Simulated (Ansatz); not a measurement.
**Zr: all-electron results**

```yaml
crystal:
  lattice:
    - [3.23200, 0.00000, 0.00000]
    - [-1.61600, 2.79899, 0.00000]
    - [0.00000, 0.00000, 5.14700]
  atoms:
    - { symbol: Zr, position: [0.33333, 0.66667, 0.25000] }
    - { symbol: Zr, position: [0.66667, 0.33333, 0.75000] }
```

Atom numbers follow the list: Zr1, Zr2.

The geometry is COD entry 9008523, unchecked; take it as a test cell.

Method: DFT, LDA, all-electron LAPW, scalar-relativistic in Ansatz 0.2.0.

The runs use a Γ-centred 13×13×7 k mesh, Fermi–Dirac smearing of 0.03 eV, basis error target 0.25 meV/atom, no spin polarisation.

```yaml
Band_gap: "none: bands cross the Fermi level, a metal"
Volume_per_atom: 23.28 Å³
```

(1) Pressure at this cell: what does the calculation give?

(2) Predict this quantity. Density of states at the Fermi level (0.2 eV bin).

(3) Give the computed value. Stress xx, yy, zz (compression positive).

Results:

(1) -6.09 GPa.

(2) 1.87 states/eV per cell.

(3) -6.35, -6.35, -5.56 GPa.
